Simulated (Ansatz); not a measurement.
ZrN (rock salt, Fm-3m) under volume change, the program Ansatz at the PBEsol level (PAW), scaled uniformly.

| V (Å³/atom) | E − E(relaxed) (meV/atom) | P (GPa) |
|---|---|---|
| 10.730 | (withheld) | (withheld) |
| 11.084 | 39.8 | 19.01 |
| 11.437 | (withheld) | (withheld) |
| 11.791 | 0.0 | -0.01 |
| 12.145 | 8.5 | -7.47 |
| 12.499 | 32.2 | -13.84 |
| 12.852 | 68.9 | -19.26 |

### Question
Complete the blanks.

### Answer

- 11.437, E − E(relaxed) (meV/atom): 9.4
- 11.437, P (GPa): 8.75
- 10.730, E − E(relaxed) (meV/atom): 94.7
- 10.730, P (GPa): 31.05

### Question
What does a third-order Birch–Murnaghan fit give for V₀, B₀ and B′?

### Answer
V₀ = 11.79 Å³/atom, B₀ = 269 GPa, B′ = 4.3.

Symmetry was held in the PBEsol relaxation. No spin polarisation was allowed.

Potentials: the later of the program's two PAW sets.
